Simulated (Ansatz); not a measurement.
A distorted cell of W (bcc, W type):

```
CELL_PARAMETERS angstrom
     -3.16928     3.16928     3.16928
      0.00000     0.00000     3.16928
      0.00000     3.16928     0.00000
ATOMIC_POSITIONS crystal
  W  0.00000 0.97371 0.00000
  W  0.50000 0.02629 0.00000
```

All values below come from r2SCAN (plane waves to 500 eV, PAW, scalar-relativistic; Ansatz, a quantum-chemistry and plane-wave program). k mesh 21×21×21 (Γ-centred), Fermi-Dirac smearing 0.05 eV. Compression counts positive. With partly filled bands, energies and forces of such displacements shift with the k mesh and the smearing. On this mesh the relaxed cell isn't quite at rest: it carries a pressure of -0.1 GPa (compression positive) at the zero of the scan. Spin-orbit coupling is left out, though W is heavy. W is run without spin polarisation. W was relaxed with its symmetry unable to fall.

**Question.** What forces act on the atoms (eV/Å, Cartesian)?

**Answer.** 
| atom | Fx | Fy | Fz |
|---|---|---|---|
| W1 | 0.000 | 0.000 | 1.832 |
| W2 | 0.000 | 0.000 | -1.832 |

**Question.** Give the stress tensor in GPa and the pressure.

**Answer.** 
```
    3.0      0.0      0.0
    0.0      3.0      0.0
    0.0      0.0      1.7
```
The pressure, a third of the trace, is 2.6 GPa.

(For displaced atoms, the force is minus the slope of the energy, and its curvature is a force constant, which sets phonon frequencies.)
